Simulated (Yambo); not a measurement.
Yambo run on CsTaP₂O₈ (space group C2/m, No. 12). The wavefunctions are PBEsol (Quantum ESPRESSO, PseudoDojo norm-conserving, 84 Ry, without SOC) ones on a 2×2×1 mesh (40 occupied bands); a = b = 5.1535 Å, c = 9.0169 Å, α = β = 92.81°, γ = 61.77°.

Yambo input:

```
rim_cut
gw0
dyson
el_el_corr
HF_and_locXC
ppa
em1d
RandQpts= 1000000
RandGvec= 1 Ry
EXXRLvcs= 84 Ry
VXCRLvcs= 336 Ry
Chimod= "HARTREE"
% BndsRnXp
 2 | 307 |
%
NGsBlkXp= 7 Ry
% LongDrXp
 1.0 | 1.0 | 1.0 |
%
PPAPntXp= 27.2114 eV
% GbndRnge
 1 | 120 |
%
GTermKind= "none"
DysSolver= "n"
ExtendOut
% QPkrange
 1 | 1 | 40 | 41 |
 3 | 3 | 40 | 40 |
%
```

k points by index: 1 = Γ, 3 = (-0.5, -0.5, 0).

Table of the .qp output:

```
#    K-point    Band    Eo [eV]    E [eV]    E-Eo [eV]    Vxc [eV]    Vnlxc [eV]    Sc|Eo [eV]    Sc|E [eV]    dSc/dw|Eo [eV]    Re(Z)    Im(Z)
#
    1    40    -0.109348    -0.602774    -0.493426    -19.57721    -25.12211    4.926732    5.051477    -6.877408    0.798248    -0.001393
    1    41    3.397738    5.825558    2.427820    -15.64404    -9.626281    -3.112792    -3.589941    -5.347672    0.835753    -0.001213
    3    40    0.000000    -0.511808    -0.511808    -19.69157    -25.27415    4.941326    5.070767    -6.880100    0.798185    -0.001328
```
(The two width columns are left out.) Convergence of these settings isn't established.

Geometry of the Materials Project entry, not relaxed at this level.

The structure is a Materials Project entry; no match was found in the copy of COD used, and its stability was not checked.
